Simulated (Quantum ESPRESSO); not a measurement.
# Planted mistakes on one cell of Ga4O4NF

The results below are calculated, not measured. They come from pw.x of Quantum ESPRESSO 7.5, a plane-wave density functional program, with PseudoDojo standard norm-conserving files (v0.5 for PBE, v0.4.1 for LDA and PBEsol). The cells are made up: elements, strain and atom displacements were drawn at random, and nothing was relaxed. There is no spin polarisation, spin-orbit coupling or dispersion term.

The cell has 10 sites of a corundum lattice. Sites 1 to 4 hold Ga Ga Ga Ga; sites 5 to 10 hold O N F O O O. Cell vectors in Å: (2.603, 1.503, 4.674); (-2.603, 1.503, 4.674); (0.000, -3.005, 4.674). Settings: PBE, cutoff 1143 eV, 5 x 5 x 5 k mesh shifted by half a step, Fermi-Dirac smearing of 0.025 eV.

The intended run has a self-consistency threshold of 1e-07 eV, a smearing term of 0.000 eV, a pressure of -7.18 GPa and 14 iterations. Each further run changes one thing: all lengths scaled by 0.9830; atoms of sites 6 and 7 exchanged; cutoff 575 eV; files of LDA; k mesh 2 x 2 x 2; one electron removed; smearing 0.31 eV; threshold 0.08 eV. A coarse mesh keeps the shift, and a charged cell sits in a uniform background.

| run | change of free energy (eV) | smearing term -TS (eV) | change of P (GPa) | largest change of a force component (eV/Å) | iterations |
| --- | --- | --- | --- | --- | --- |
| A | -0.111 | 0.000 | 8.22 | 0.218 | 13 |
| B | -8.856 | -0.017 | -22.37 | 1.136 | 13 |
| C | 0.005 | 0.000 | 0.58 | 0.186 | 6 |
| D | 0.446 | 0.000 | 0.51 | 4.688 | 14 |
| E | 16.629 | 0.000 | -11.89 | 0.164 | 14 |
| F | -0.028 | -0.096 | 0.36 | 0.047 | 13 |
| G | 0.029 | 0.000 | 0.19 | 0.042 | 13 |
| H | 108.526 | 0.000 | -687.49 | 0.238 | 12 |

A rerun of the intended cell at 1437 eV and k mesh 7 x 7 x 7 moved values by no more than 0.003 eV in the cell's energy, 0.02 GPa in stress and 0.002 eV/Å in force.

Question: which change belongs to which run?

## Worked reading

Run C has the fewest iterations, as a run stopped early does. Run F has the largest smearing term, as wide smearing gives. Run H has a higher energy and the largest fall in pressure, as too small a basis gives. Run A changes the volume by a factor of 0.9499; minus its pressure change over the logarithm of that factor, 160 GPa, is a rough bulk modulus with clamped atoms. Energies from files of another functional, or of a charged cell, have another zero and say nothing on stability; the pressure of a charged cell rests on the program's zero of potential too.

## Key

```
run,change
A,all lengths scaled by 0.9830
B,one electron removed
C,threshold 0.08 eV
D,atoms of sites 6 and 7 exchanged
E,files of LDA
F,smearing 0.31 eV
G,k mesh 2 x 2 x 2
H,cutoff 575 eV
```